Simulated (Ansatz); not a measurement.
AlRu:
```yaml
crystal:
  lattice:
    - [2.98258, 0.00000, 0.00000]
    - [0.00000, 2.98258, 0.00000]
    - [0.00000, 0.00000, 2.98258]
  atoms:
    - { symbol: Al, position: [0.00000, 0.00000, 0.00000] }
    - { symbol: Ru, position: [0.50000, 0.50000, 0.50000] }
```

Relaxed with r²SCAN. Special points in fractions of this cell's reciprocal vectors: Γ (0.000, 0.000, 0.000); X (0.000, 0.500, 0.000); M (0.500, 0.500, 0.000); R (0.500, 0.500, 0.500).

Task: List the band energies nearest the Fermi level at these points for the program Ansatz at the r²SCAN level (PAW).

Result: In eV from the Fermi level; about four levels below and three above (degenerate sets whole), none deeper than 8.9 eV; … stands for higher levels left out; points with the same levels are listed once.

```
k                    below           above
-  -----------------------  --------------
Γ              -3.73 -3.73  0.17 0.17 0.17
X  -5.71 -2.84 -1.71 -1.71  0.44 2.54 7.72
M  -1.49 -1.49 -1.26 -1.26     1.74 5.73 …
R        -4.96 -4.96 -4.96  1.84 1.84 3.25
```

Space group Pm-3m (CsCl type). The r²SCAN relaxation kept the symmetry of its start. The run is not spin-polarised. Spin–orbit coupling is left out wherever it is not named.

Potentials: the later of the program's two PAW sets.
